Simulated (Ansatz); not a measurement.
## An elastic constant from a strain scan in Ti2H

The calculation used DFT r2SCAN, scalar-relativistic, plane waves, PAW (Ansatz). Cutoff 500 eV, Γ-centred 12×12×12 k-points, Gaussian smearing of 0.15 eV. No spin polarisation. Energies are free energies at this smearing, counted from the undisturbed cell; pressure is positive in compression.

Zero of the scan (relaxed at this level; it needn't be the usual structure):

```
CELL_PARAMETERS angstrom
4.22532 0.00000 0.00000
0.00000 4.22532 0.00000
0.00000 0.00000 4.22532
ATOMIC_POSITIONS crystal
Ti 0.25000 0.75000 0.25000
Ti 0.75000 0.25000 0.25000
Ti 0.25000 0.25000 0.75000
Ti 0.75000 0.75000 0.75000
H 0.00000 0.00000 0.00000
H 0.50000 0.50000 0.50000
```

The cell is strained by ε times the Voigt pattern (1, 1, 0, 0, 0, 0) (xx, yy, zz, yz, xz, xy; engineering shear) with fractional coordinates fixed. The cell holds 6 atoms in V0 = 75.44 Å³. The stress column is τ = (1/V0) dE/dε, got from the stress tensor σ (compression positive) at each point as −det(1 + εP) σ : P(1 + εP)⁻¹, with P the pattern as a tensor.

```
      ε  ΔE (meV/atom)  τ (GPa)
-0.0200          8.770  -11.285
-0.0150          4.915   -8.374
-0.0100          2.187   -5.537
 0.0000          0.000   -0.083
 0.0050          0.484    2.535
 0.0150          4.460    7.554
 0.0200              ?        ?
```

Problem. Which combination of elastic constants does this scan measure, and how large is it?

Solution. For small ε, τ = τ0 + Kε with K = pᵀCp, which for this pattern is 2(C11 + C12) in the cubic axes. The parabola through τ at ε = -0.0100, 0 and 0.0050 has slope K = 531 GPa at zero. The energies per cell, E = NΔE, of the same two points give K = 2[E(ε₊)/ε₊ − E(ε₋)/ε₋]/[(ε₊ − ε₋)V0] = 536 GPa, in agreement.

Problem. Predict the withheld row at ε = 0.0200 from the harmonic law, and compare.

Solution. ΔE = V0(τ0 ε + Kε²/2)/N = 8.202 meV/atom and τ = 10.53 GPa. The calculation gives 7.897 meV/atom and 9.96 GPa, a miss of 3.7 % of the harmonic energy, so the harmonic law still holds here.

In a metal these slopes depend on the k mesh and the smearing.

Cost: 7 runs of about 3.3 core-minutes in all, on Intel Xeon Platinum 8488C (Sapphire Rapids) (shared hosts).